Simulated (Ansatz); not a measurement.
CdIn₂Se₄:
```
CdIn2Se4
1.0
    5.78042     0.00000     0.00000
    0.00000     5.78042     0.00000
    0.00000     0.00000     5.91305
Cd In Se
1 2 4
Direct
  0.00000   0.00000   0.00000
  0.50000   0.00000   0.50000
  0.00000   0.50000   0.50000
  0.72334   0.27666   0.77125
  0.27666   0.27666   0.22875
  0.27666   0.72334   0.77125
  0.72334   0.72334   0.22875
```

Relaxed with PBEsol.

Problem. Map the valence electron density (e/Å³), cut off at 0.9 on the plane through (0.500, 0.000, 0.500) spanned by u = [1, 0, 0] and v = [0, 1, 1] in lattice vectors, from PBEsol in the plane-wave PAW code Ansatz.

Solution. x is the fraction of u, y of v (the angle between them is 90°; rows are the nearest grid lines); atoms in the plane: In at (0.00, 0.00), Se at (0.22, 0.27), Se at (0.22, 0.73).
```
|@@@@@+:.              .:+@@@@@|
|@@@@%-:.               .-%@@@@|
|@@@@+-:..              .:=@@@@|
|======--::..             .:-==|
|:-=*#@@@%*=-..             ..:|
|:-*@@@@@@@@*-:.             .:|
|:=#@@@@@@@@#=:.             .:|
|:=#@@@@@@@@*=:.             .:|
|.:=#@@@@@@*=:.               .|
|  .:-====-:.                  |
|   ..::::..                   |
|                              |
|                              |
|   ..::::..                   |
|  .:-====-:.                  |
|.:=#@@@@@@*=:.               .|
|:=#@@@@@@@@*=:.             .:|
|:=#@@@@@@@@#=:.             .:|
|:-*@@@@@@@@*-:.             .:|
|:-=*#@@@%*=-..             ..:|
|======--::..             .:-==|
|@@@@+-:..              .:=@@@@|
|@@@@%-:.               .-%@@@@|
|@@@@@+:.              .:+@@@@@|
```
Scale: ten equal steps from 0.013 (start of ' ') to 0.900 (end of '@'), in the order ' .:-=+*#%@'; x runs from 0.000 to 1.00, y from 0.000 (bottom) to 1.00 (top).

The density is the valence pseudo-density with augmentation charge, so density and ELF within about 1 Å of a nucleus are not all-electron values.

Space group P-42m. The workflow started from a Materials Project entry (that database holds measured and hypothetical structures alike); the Crystallography Open Database copy checked does not list it. With Cd and In taken as one species the cell has the higher symmetry P-43m, so it may be an ordered model of a mixed-site phase. Whether it is the stable phase at ambient conditions was not checked. The cell was relaxed with PBEsol under the symmetry of its start; its stability against distortions is not shown here.

Potentials: the later of the program's two PAW sets.
